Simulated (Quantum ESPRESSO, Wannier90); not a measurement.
Wannier functions of GeTe2Pb (P4/mmm)

```
begin unit_cell_cart
ang
    4.4816100000    0.0000000000    0.0000000000
    0.0000000000    4.4816100000    0.0000000000
    0.0000000000    0.0000000000    6.3419600000
end unit_cell_cart
begin atoms_frac
Ge   0.0000000000  0.0000000000  0.0000000000
Te   0.0000000000  0.0000000000  0.5000000000
Te   0.5000000000  0.5000000000  0.0000000000
Pb   0.5000000000  0.5000000000  0.5000000000
end atoms_frac
```

Materials Project entry mp-1224318; symmetrised, unrelaxed at this level. Not found in the COD (Crystallography Open Database) copy used; not checked further. Method: PBEsol plane waves in Quantum ESPRESSO 7.5 (PseudoDojo norm-conserving files, 64 Ry, spinors with spin-orbit coupling), Bloch states on a 4×4×4 mesh through Γ, Wannier90 4.0.1. Density: 8×8×6 mesh, Gaussian smearing 0.01 Ry. With spin-orbit coupling a semilocal functional can close or falsely invert a small gap; the band order was not checked against a better method. The gap is small at this level and was sampled on the meshes and a path alone.

A tight-binding model is made by disentanglement and projection with no localisation steps (num_iter = 0), so the 32 orbitals stay atom-like: hydrogen-like Ge: s;p; Te: s;p; Pb: s;p, axes along x, y, z; frozen window up to 3.67 eV relative to the valence-band maximum. It follows pw.x to 14 meV rms for states up to 1.2 eV relative to the valence-band maximum. Matrix elements depend on this choice of orbitals and windows.

### Question
What are the on-site energies relative to the valence-band maximum, and how fast do the hoppings decay?

### Answer
```
atom                 orbitals  energy (eV)
----  -----------------------  -----------
Ge1                     s↑ s↓        -7.11
Ge1   pz↑ pz↓ px↑ px↓ py↑ py↓         0.74
Te2                     s↑ s↓        -9.85
Te2                   pz↑ pz↓        -0.78
Te2           px↑ px↓ py↑ py↓        -0.70
Te3                     s↑ s↓        -9.87
Te3                   pz↑ pz↓        -0.67
Te3           px↑ px↓ py↑ py↓        -0.76
Pb4                     s↑ s↓        -7.03
Pb4                   pz↑ pz↓         1.43
Pb4           px↑ px↓ py↑ py↓         1.37
```

| distance of the centres (Å) | largest modulus (eV) |
|---|---|
| 3–4 | 1.9 |
| 4–5 | 0.20 |
| 5–6 | 0.019 |
| 6–7 | 0.31 |
| 7–8 | 0.044 |

Effective spin-orbit constants λ of λ L·S, from the same-site elements px↑–py↑ (λ/2) and dx2-y2↑–dxy↑ (λ), where they are among the larger elements: Pb4 p 0.94 eV, Te3 p 0.57 eV, Te2 p 0.50 eV.
